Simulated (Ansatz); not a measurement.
CdSiN2 in space group R-3m (No. 166; Cd on 3a, Si on 3b, N on 6c), plane-wave PAW PBE (Ansatz code). The conduction-band minimum lies at Γ, with 1 equivalent valley. Second derivatives d²E/dk² of the lowest band at one valley (eV·Å²), along Cartesian directions:

| direction | d²E/dk² |
|---|---|
| [100] | 28.71 |
| [010] | 28.71 |
| [001] | 60.19 |
| [110] | 28.71 |
| [101] | 44.48 |
| [011] | 44.48 |

Task: Find the principal effective masses, the density-of-states mass and the conductivity mass.

Result: Off-diagonal terms follow from H_xy = H[110] − (H_xx + H_yy)/2, and m*/mₑ = 7.620 eV·Å² over each eigenvalue: 0.13, 0.27, 0.27. One valley's DOS mass (m₁m₂m₃)^(1/3) = 0.21, conductivity mass 3/(Σ 1/mᵢ) = 0.19 mₑ.

Task: What effective density of states Nc follows at 300 K for parabolic valleys?

Result: Nc = 2.509e19 × 1 × (0.21)^(3/2) ≈ 2.4e18 cm⁻³.

The start of the workflow was typed in or built on a structure type; neither database checked (COD, Materials Project) lists it. Whether it is the stable phase at ambient conditions was not checked. The cell was relaxed with PBE under the symmetry of its start; its stability against distortions is not shown here. Spin–orbit coupling is left out wherever it is not named.

Potentials: the earlier of the program's two PAW sets.

Edges and masses are those of Kohn–Sham bands, whose gap is no quasiparticle gap.
